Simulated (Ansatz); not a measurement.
The cell below belongs to a search over invented structures; it isn't taken from experiment.

Input and command of a plane-wave DFT calculation in Ansatz:

```yaml
crystal:
  lattice:
    - [2.5947925637, -0.006288373, 0.0132734529]
    - [-1.3028421726, 2.3013085932, 0.0110050591]
    - [0.1476434322, 0.226590724, 28.734086592]
  atoms:
    - { symbol: Cu, position: [0.6638129676, 0.3299157674, 0.1103020774] }
    - { symbol: Cu, position: [0.019690436, -0.0060482446, 0.1827681271] }
    - { symbol: Cu, position: [0.3530384844, 0.6864007808, 0.2532003789] }
    - { symbol: Cu, position: [0.6862518396, 0.3312027364, 0.3240705922] }
    - { symbol: Cu, position: [-0.0118717509, 0.0116855374, 0.3942029755] }
    - { symbol: Cu, position: [0.3212344099, 0.6328743899, 0.464630321] }
    - { symbol: Cu, position: [0.6506100331, 0.310959524, 0.5328713592] }
    - { symbol: Cu, position: [0.3321699054, 0.6590617103, 0.6762872301] }
    - { symbol: Cu, position: [-0.0082395034, 0.0032525549, 0.6069223637] }
    - { symbol: Cu, position: [0.3233273822, 0.6822015798, 0.8867526092] }
    - { symbol: Cu, position: [0.0088724668, -0.0224242994, 0.8198926948] }
    - { symbol: Cu, position: [0.6582530377, 0.3473269566, 0.7463757129] }
    - { symbol: Ru, position: [0.3160811915, 0.6708071072, 0.0369515156] }
    - { symbol: Ru, position: [0.6867691, 0.3627838992, 0.9647720424] }
basis:
  ecutwfc: 420
kpoints:
  mp_grid: { grid: [12, 12, 1] }
hamiltonian:
  xc: pbe
scf:
  occupations: { method: gaussian, width: 0.2 }
  lower_state_search: "off"
output:
  forces: true
  stress: true
  eigenvalues: true
relax:
  adjacent_minimum: "off"
  f_tol: 0.025
  max_steps: 60
  cell: { stress_tol: 0.25 }
```

```bash
ansatz run input.yaml --threads 1 --pin off --max-ram 2560MiB --backend cpu --events-out ev --progress --plain --runs-dir out
```

Processor: Intel(R) Xeon(R) 6975P-C (Granite Rapids), 1 thread, on a host shared with other jobs.

Q: Estimate time, memory and problem size.

A: About 12 min, peak memory 1.6 GiB. It solves 156 bands at 74 k points (after reduction by symmetry) with about 3475 plane waves (on the last cell), in 47 SCF iterations over 5 ionic steps.
